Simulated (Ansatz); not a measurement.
ZrIr:
```yaml
crystal:
  lattice:
    - [0.00000, 2.68145, 2.68145]
    - [2.68145, 0.00000, 2.68145]
    - [2.68145, 2.68145, 0.00000]
  atoms:
    - { symbol: Ir, position: [0.00000, 0.00000, 0.00000] }
    - { symbol: Zr, position: [0.50000, 0.50000, 0.50000] }
```

Relaxed with PBEsol. Special points in fractions of this cell's reciprocal vectors: Γ (0.000, 0.000, 0.000); X (0.500, 0.000, 0.500); U (0.625, 0.250, 0.625); K (0.375, 0.375, 0.750); L (0.500, 0.500, 0.500); W (0.500, 0.250, 0.750).

Question: List the band energies nearest the Fermi level at these points for DFT-PBEsol with spin–orbit coupling in the program Ansatz with PAW potentials.

Answer: In eV from the Fermi level; about four levels below and three above (degenerate sets whole), none deeper than 8.9 eV; points with the same levels are listed once.

| k | below | above |
|---|---|---|
| Γ | -3.79 -3.79 -3.79 -3.79 -3.58 -3.58 | 3.88 3.88 3.88 3.88 |
| X | -0.92 -0.92 -0.10 -0.10 | 3.24 3.24 3.32 3.32 |
| U | -2.44 -2.44 -1.42 -1.42 | 0.89 0.89 1.66 1.66 |
| L | -0.27 -0.27 -0.19 -0.19 | 0.12 0.12 2.54 2.54 |
| W | -1.83 -1.83 -1.11 -1.11 | 0.43 0.43 1.85 1.85 |

Space group Fm-3m (rock salt). The start of the workflow was typed in or built on a structure type; neither database checked (COD, Materials Project) lists it. COD files the formula under space group No. 221. Whether it is the stable phase at ambient conditions was not checked. The cell was relaxed with PBEsol under the symmetry of its start; its stability against distortions is not shown here. The run is not spin-polarised.

Potentials: the later of the program's two PAW sets.
